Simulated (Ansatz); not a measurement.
LiNbO$_{3}$:
```
CELL_PARAMETERS angstrom
      2.56885     1.48313     4.62836
     -2.56885     1.48313     4.62836
      0.00000    -2.96625     4.62836
ATOMIC_POSITIONS crystal
  Li 0.71882 0.71882 0.71882
  Li 0.21882 0.21882 0.21882
  Nb 0.00081 0.00081 0.00081
  Nb 0.50081 0.50081 0.50081
  O  0.63899 0.89296 0.28132
  O  0.89296 0.28132 0.63899
  O  0.28132 0.63899 0.89296
  O  0.13899 0.78132 0.39296
  O  0.39296 0.13899 0.78132
  O  0.78132 0.39296 0.13899
```

Tensor components refer to the Cartesian frame of this cell.

Give the high-frequency dielectric tensor and the Born effective charge tensors of the independent atoms from DFPT, the program Ansatz at the r²SCAN level (PAW).


ε∞:
```
4.99  0.00  0.00
0.00  4.99  0.00
0.00  0.00  4.73
```
Z* of atom 1 (Li), rows: field, columns: displacement, in e:
```
 1.20   0.25   0.00
-0.25   1.20   0.00
 0.00   0.00   1.03
```
Z* of atom 3 (Nb), rows: field, columns: displacement, in e:
```
 7.13  -1.49   0.00
 1.49   7.13   0.00
 0.00   0.00   6.47
```
Z* of atom 5 (O), rows: field, columns: displacement, in e:
```
-1.58  -0.25  -0.14
-0.35  -3.97  -1.75
-0.16  -1.64  -2.50
```

Static charges for comparison (Bader): Li1 +0.91, Nb3 +2.87, O5 -1.26 e. Born charges measure polarisation by displacement and can exceed these by far.

Space group R3c. Symmetry was held in the r²SCAN relaxation. No spin polarisation was allowed. Scalar-relativistic: spin–orbit coupling is off unless named, which matters more the heavier the elements.

Potentials: the later of the program's two PAW sets.
